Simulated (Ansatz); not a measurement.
Relaxed-ion elastic tensor of C (diamond, Fd-3m) in GPa (Voigt order), r²SCAN in the plane-wave PAW code Ansatz; density 3.54 g/cm³, 5.64 Å³ per atom.

```
1110   120   120   0.0   0.0   0.0
 120  1110   120   0.0   0.0   0.0
 120   120  1110   0.0   0.0   0.0
 0.0   0.0   0.0   587   0.0   0.0
 0.0   0.0   0.0   0.0   587   0.0
 0.0   0.0   0.0   0.0   0.0   587
```

### Question
Is the crystal mechanically stable?

### Answer
Yes: the smallest eigenvalue of C is 587 GPa.

### Question
Work out the Voigt, Reuss and Hill averages.

### Answer
K_V = 451, K_R = 451, K_H = 451; G_V = 550, G_R = 547, G_H = 549 GPa.

### Question
Give Young's modulus, Poisson's ratio, Pugh's ratio and the universal anisotropy index.

### Answer
E = 9KG/(3K + G) = 1170 GPa; ν = 0.07; K/G = 0.82 (brittle by the Pugh limit of 1.75); A_U = 5G_V/G_R + K_V/K_R − 6 = 0.03.

### Question
Estimate the sound speeds and the Debye temperature.

### Answer
v_l = √((K + 4G/3)/ρ) = 18300 m/s, v_t = √(G/ρ) = 12500 m/s, mean 13600 m/s; Θ = (h/k)(3n/4πV)^(1/3) v_m = 2270 K.

### Question
Give the Zener ratio and Young's modulus along [100], [110] and [111].

### Answer
A = 2C44/(C11 − C12) = 1.18; 1/E = S11 − 2(S11 − S12 − S44/2)Γ with Γ = 0, 1/4, 1/3 gives 1090, 1190, 1230 GPa.

The cell was relaxed with r²SCAN under the symmetry of its start.

Potentials: the later of the program's two PAW sets.
